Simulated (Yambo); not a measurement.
G0W0@PBEsol for CaI₂ (CdI2 type, space group P-3m1, No. 164) in Yambo. Reference settings: 3×3×2 Γ-centred k mesh, 224 bands and a 8 Ry block in the screening, 224 bands in G with the Bruneval-Gonze terminator, plasmon pole fitted at 27.2 eV. The PBEsol gap Γ → (0, 0.333, 0) on this mesh is 3.54 eV; G0W0 gaps are taken between the same points.

The settings were changed. The gap went from 5.85 eV to 5.78 eV, and the shift of the valence edge from -1.27 eV to -1.22 eV.

What was changed between the two runs?
A. 96 bands in W
B. 3×3×1 mesh
C. no terminator
D. 139 bands in G, no terminator

B, 3×3×1 mesh. The others gave (gap, valence shift): 96 bands in W: 5.84, -1.13 eV; 139 bands in G, no terminator: 5.90, -1.11 eV; no terminator: 5.89, -1.21 eV.

Spin-orbit coupling is not included.

Geometry relaxed with PBE+D3(BJ); primitive cell a = 4.432 Å, b = 4.432 Å, c = 6.920 Å, α = 90.00°, β = 90.00°, γ = 120.00°.

A shift is the quasiparticle energy of the state minus its PBEsol energy.
